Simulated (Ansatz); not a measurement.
These are results of Ansatz 0.2.0, DFT PBE, scalar-relativistic, plane waves, PAW, and for the lanthanide a 4f-in-core norm-conserving potential, not measurements. All cells share a 690 eV cutoff and Γ-centred k meshes spaced about 0.3 Å⁻¹ or finer (0.25 for metals, 2π included). No spin polarisation.

All energies are static (0 K, no zero-point motion).

Two relaxed structures of Tb2GeO:

A.

Space group R-3m:H (No. 166). a = 3.563 Å, b = 3.563 Å, c = 20.854 Å, α = 90.00°, β = 90.00°, γ = 120.00°
```
atom  site  symmetry       x       y       z
  Tb    6c        3m  0.0000  0.0000  0.7319
  Ge    3b       -3m  0.6667  0.3333  0.8333
   O    3a       -3m  0.0000  0.0000  0.0000
```

B.

Space group P4/mmm (No. 123). a = 4.684 Å, b = 4.684 Å, c = 3.896 Å, α = 90.00°, β = 90.00°, γ = 90.00°
```csv
atom,site,symmetry,x,y,z
Tb,2e,mmm.,0.5000,0.0000,0.5000
Ge,1c,4/mmm,0.5000,0.5000,0.0000
O,1b,4/mmm,0.0000,0.0000,0.5000
```

Task: Which form is favoured at zero pressure, and by what margin per atom?

Result: B is lower, by 125 meV/atom. A has space group R-3m (No. 166), 19.1 Å³/atom and no gap on its mesh; B has space group P4/mmm (No. 123), 21.4 Å³/atom and no gap. Counting Ge or Tb atoms around O (for each partner element, those within 1.25 times its shortest distance or 1.15 times the sum of covalent radii, where it is the nearest in units of that sum or under 1.3), A has O 6 and B has O 4. The lower one is the more open, so pressure narrows the difference. In A, Tb is surrounded by 3 O at 2.47 Å and 3 Ge at 2.95 Å; Ge has 6 Tb at 2.95 Å; O is surrounded by 6 Tb at 2.47 Å. In B, Tb is surrounded by 2 O at 2.34 Å and 4 Ge at 3.05 Å; Ge has 8 Tb at 3.05 Å; around O lie 4 Tb at 2.34 Å. Both come from trial cells of a structure search, whose lowest cell (I4/mcm, 20.6 Å³/atom) lies 47 meV/atom below the lower of the two.

Cells relaxed within their symmetry can be saddle points. Some types were kept out of the candidates beforehand, so the set may lack a known form.

The lanthanide is trivalent by construction, without f bands, f moments or other valences.
